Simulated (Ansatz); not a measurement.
**PbF2: a sublattice moved along a line**

These are results of Ansatz, DFT r2SCAN, scalar-relativistic, plane waves, PAW, not measurements. Settings: plane waves to 500 eV, k-mesh 8×8×8 (Γ-centred), Gaussian smearing 0.05 eV. Spin–orbit coupling is left out, which can shift energies with elements as heavy as these. No spin polarisation. Energies are free energies at this smearing, counted from the undisturbed cell; pressure is positive in compression.

The starting cell (as given, not relaxed at this level; it stands at -0.7 GPa, and it needn't be the usual structure):

```
CELL_PARAMETERS angstrom
0.00000 2.96985 2.96985
2.96985 0.00000 2.96985
2.96985 2.96985 0.00000
ATOMIC_POSITIONS crystal
Pb 0.00000 0.00000 0.00000
F 0.25000 0.25000 0.25000
F 0.75000 0.75000 0.75000
```

Every F atom is moved by x along the Cartesian unit vector (0.000, 0.000, -1.000); the cell and all other atoms stay fixed.

| x (Å) | ΔE (meV/cell) | force along x on the moved atoms (eV/Å) | pressure (GPa) |
| --- | --- | --- | --- |
| -0.5000 | 240.8 | 1.26 | 4.8 |
| -0.2500 | 43.4 | 0.40 | 0.7 |
| 0.0000 | 0.0 | 0.00 | -0.7 |
| 0.0625 | 2.3 | -0.07 | -0.6 |
| 0.1250 | 9.6 | -0.16 | -0.4 |
| 0.1875 | 22.8 | -0.27 | 0.1 |
| 0.3125 | 73.4 | -0.57 | 1.4 |
| 0.3750 | 115.0 | -0.77 | 2.4 |
| 0.4375 | 170.1 | -1.00 | 3.5 |

By symmetry 0.5000 repeats -0.5000, -0.3750 repeats 0.3750, 0.2500 repeats -0.2500, -0.1250 repeats 0.1250 in energy, with the opposite slope along the path.